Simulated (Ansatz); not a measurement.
GePt in space group Pnma (No. 62; Pt on 4c, Ge on 4c) under volume change, LDA (plane waves, PAW; program Ansatz), shape and atoms relaxed at each volume.

```json
[
 {"V (Å³/atom)": "14.415", "E − E(relaxed) (meV/atom)": "(withheld)", "P (GPa)": "(withheld)"},
 {"V (Å³/atom)": "14.890", "E − E(relaxed) (meV/atom)": "36.0", "P (GPa)": "12.95"},
 {"V (Å³/atom)": "15.365", "E − E(relaxed) (meV/atom)": "(withheld)", "P (GPa)": "(withheld)"},
 {"V (Å³/atom)": "15.841", "E − E(relaxed) (meV/atom)": "0.0", "P (GPa)": "0.00"},
 {"V (Å³/atom)": "16.316", "E − E(relaxed) (meV/atom)": "7.4", "P (GPa)": "-4.82"},
 {"V (Å³/atom)": "16.791", "E − E(relaxed) (meV/atom)": "27.7", "P (GPa)": "-8.72"},
 {"V (Å³/atom)": "17.266", "E − E(relaxed) (meV/atom)": "58.4", "P (GPa)": "-11.89"}
]
```

### Question
Some entries are withheld; supply them.

### Answer

- 15.365, E − E(relaxed) (meV/atom): 8.4
- 15.365, P (GPa): 5.88
- 14.415, E − E(relaxed) (meV/atom): 86.7
- 14.415, P (GPa): 21.50

### Question
What does a third-order Birch–Murnaghan fit give for V₀, B₀ and B′?

### Answer
V₀ = 15.84 Å³/atom, B₀ = 176 GPa, B′ = 5.5.

The cell was relaxed with LDA under the symmetry of its start; of distortions, only those at the zone centre were tested. The run is not spin-polarised. Scalar-relativistic: spin–orbit coupling is off unless named, which matters more the heavier the elements.

Potentials: the later of the program's two PAW sets.
